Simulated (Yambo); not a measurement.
Yambo run on RbHgF₃ (cubic perovskite, space group Pm-3m, No. 221). The wavefunctions are PBEsol (Quantum ESPRESSO, PseudoDojo norm-conserving, 84 Ry, with spin-orbit coupling) ones on a 2×2×2 mesh (50 occupied bands); a = b = c = 4.549 Å, α = β = γ = 90.00°.

Yambo input:

```
rim_cut
gw0
dyson
el_el_corr
HF_and_locXC
ppa
em1d
RandQpts= 1000000
RandGvec= 1 Ry
EXXRLvcs= 84 Ry
VXCRLvcs= 336 Ry
Chimod= "HARTREE"
% BndsRnXp
 9 | 286 |
%
NGsBlkXp= 6 Ry
% LongDrXp
 1.0 | 1.0 | 1.0 |
%
PPAPntXp= 27.2114 eV
% GbndRnge
 1 | 286 |
%
GTermKind= "BG"
DysSolver= "n"
ExtendOut
% QPkrange
 1 | 1 | 50 | 51 |
 4 | 4 | 50 | 50 |
%
```

k points by index: 1 = Γ, 4 = R.

The o-*.qp file then holds:

```
#    K-point    Band    Eo [eV]    E [eV]    E-Eo [eV]    Vxc [eV]    Vnlxc [eV]    Sc|Eo [eV]    Sc|E [eV]    dSc/dw|Eo [eV]    Re(Z)    Im(Z)
#
    1    50    -2.505689    -4.036261    -1.530572    -21.71264    -29.36022    5.663334    6.117011    -8.064567    0.771383    -0.001681
    1    51    0.348921    1.250951    0.902031    -13.17473    -8.930271    -3.180619    -3.342424    -4.880776    0.847913    -0.944261E-3
    4    50    0.000000    -0.970783    -0.970783    -24.75599    -30.16242    4.199763    4.435645    -6.611066    0.804534    -0.001185
```
(The two width columns are left out.) Convergence of these settings isn't established.

Geometry of the Materials Project entry, not relaxed at this level.
